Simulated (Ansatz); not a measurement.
Relaxed-ion elastic tensor of TaN (rock salt, Fm-3m) in GPa (Voigt order), DFT-PBE in the program Ansatz with PAW potentials; density 15.03 g/cm³, 10.77 Å³ per atom.

|  | 1 | 2 | 3 | 4 | 5 | 6 |
|---|---|---|---|---|---|---|
| 1 | 714 | 137 | 137 | 0.0 | 0.0 | 0.0 |
| 2 | 137 | 714 | 137 | 0.0 | 0.0 | 0.0 |
| 3 | 137 | 137 | 714 | 0.0 | 0.0 | 0.0 |
| 4 | 0.0 | 0.0 | 0.0 | 61.9 | 0.0 | 0.0 |
| 5 | 0.0 | 0.0 | 0.0 | 0.0 | 61.9 | 0.0 |
| 6 | 0.0 | 0.0 | 0.0 | 0.0 | 0.0 | 61.9 |

Question: Is the crystal mechanically stable?

Answer: Yes: the smallest eigenvalue of C is 61.9 GPa.

Question: Work out the Voigt, Reuss and Hill averages.

Answer: K_V = 329, K_R = 329, K_H = 329; G_V = 153, G_R = 90.3, G_H = 121 GPa.

Question: Give Young's modulus, Poisson's ratio, Pugh's ratio and the universal anisotropy index.

Answer: E = 9KG/(3K + G) = 324 GPa; ν = 0.34; K/G = 2.71 (ductile by the Pugh limit of 1.75); A_U = 5G_V/G_R + K_V/K_R − 6 = 3.45.

Question: Estimate the sound speeds and the Debye temperature.

Answer: v_l = √((K + 4G/3)/ρ) = 5720 m/s, v_t = √(G/ρ) = 2840 m/s, mean 3190 m/s; Θ = (h/k)(3n/4πV)^(1/3) v_m = 430 K.

Question: Give the Zener ratio and Young's modulus along [100], [110] and [111].

Answer: A = 2C44/(C11 − C12) = 0.21; 1/E = S11 − 2(S11 − S12 − S44/2)Γ with Γ = 0, 1/4, 1/3 gives 670, 214, 175 GPa.

Question: Solve the Christoffel equation for the three sound speeds along [100], [110], [111].

Answer: Eigenvalues of C_ijkl n_j n_l equal ρv². In km/s, slowest first: [100] 2.03, 2.03, 6.90; [110] 2.03, 4.38, 5.70; [111] 3.77, 3.77, 5.24.

The PBE relaxation kept the symmetry of its start. At this level the phase is dynamically unstable (imaginary phonons). No spin polarisation was allowed. As this level gives no gap, shear constants depend on the k-mesh and smearing (Fermi–Dirac, 0.1 eV here). Spin–orbit coupling is left out wherever it is not named.

Potentials: the later of the program's two PAW sets.
